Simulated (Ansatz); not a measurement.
Relaxed-ion elastic tensor of Ta (bcc (W type), Im-3m) in GPa (Voigt order), plane-wave PAW PBEsol (Ansatz code); density 17.01 g/cm³, 17.67 Å³ per atom.

```
 286   168   168   0.0   0.0   0.0
 168   286   168   0.0   0.0   0.0
 168   168   286   0.0   0.0   0.0
 0.0   0.0   0.0  74.7   0.0   0.0
 0.0   0.0   0.0   0.0  74.7   0.0
 0.0   0.0   0.0   0.0   0.0  74.7
```

Q: Is the crystal mechanically stable?

A: Yes: the smallest eigenvalue of C is 74.7 GPa.

Q: Work out the Voigt, Reuss and Hill averages.

A: K_V = 207, K_R = 207, K_H = 207; G_V = 68.3, G_R = 67.4, G_H = 67.9 GPa.

Q: Give Young's modulus, Poisson's ratio, Pugh's ratio and the universal anisotropy index.

A: E = 9KG/(3K + G) = 184 GPa; ν = 0.35; K/G = 3.05 (ductile by the Pugh limit of 1.75); A_U = 5G_V/G_R + K_V/K_R − 6 = 0.07.

Q: Estimate the sound speeds and the Debye temperature.

A: v_l = √((K + 4G/3)/ρ) = 4180 m/s, v_t = √(G/ρ) = 2000 m/s, mean 2250 m/s; Θ = (h/k)(3n/4πV)^(1/3) v_m = 257 K.

Q: Give the Zener ratio and Young's modulus along [100], [110] and [111].

A: A = 2C44/(C11 − C12) = 1.27; 1/E = S11 − 2(S11 − S12 − S44/2)Γ with Γ = 0, 1/4, 1/3 gives 161, 189, 200 GPa.

Q: Solve the Christoffel equation for the three sound speeds along [100], [110], [111].

A: Eigenvalues of C_ijkl n_j n_l equal ρv². In km/s, slowest first: [100] 2.10, 2.10, 4.10; [110] 1.86, 2.10, 4.21; [111] 1.94, 1.94, 4.25.

Symmetry was held in the PBEsol relaxation. No spin polarisation was allowed. As this level gives no gap, shear constants depend on the k-mesh and smearing (Fermi–Dirac, 0.1 eV here). Spin–orbit coupling is left out wherever it is not named.

Potentials: the earlier of the program's two PAW sets. The files were generated under PBE; for other functionals the program regenerates the frozen cores, and for LDA and PBEsol the local potential too.
